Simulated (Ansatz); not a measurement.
ZnInGaO$_{4}$ (InGaZnO4 type, space group R3m)

```
ZnInGaO4
1.0
    1.67802     0.96880     8.70383
   -1.67802     0.96880     8.70383
    0.00000    -1.93761     8.70383
In Ga Zn O
1 1 1 4
Cartesian
  0.00000   0.00000  26.03106
  0.00000   0.00000   5.56036
  0.00000   0.00000  20.39825
  0.00000   0.00000   3.56366
  0.00000   0.00000  22.95097
  0.00000   0.00000   7.54012
  0.00000   0.00000  18.40152
```

E(V) scan at fixed shape, V₀ the volume above. The atoms relax within the cell's symmetry.

Method: PBE (plane waves to 420 eV, PAW, scalar-relativistic; Ansatz, a quantum-chemistry and plane-wave program). k mesh 11×11×11 (Γ-centred), Fermi-Dirac smearing 0.05 eV. Energies are smeared free energies. Compression counts positive. ZnInGaO4 was relaxed with its symmetry unable to fall. ΔE is measured from the relaxed starting cell.

**Question.** Predict the ΔE (meV/atom) and P (GPa) at V/V₀ = 0.840, 0.872, 0.904, 0.968, 1.064, 1.096, 1.128, 1.160.

**Answer.** 
```
V/V₀   ΔE (meV/atom)  P (GPa)
-----  -------------  -------
0.840          206.2     39.9
0.872          123.3     28.9
0.904           64.9     19.6
0.968            6.4      5.4
1.064           21.3     -8.3
1.096           45.4    -11.5
1.128           76.4    -14.1
1.160          113.2    -16.2
```

(A scan under strain: stresses follow from slopes of the energy per volume, elastic moduli from its curvatures.)
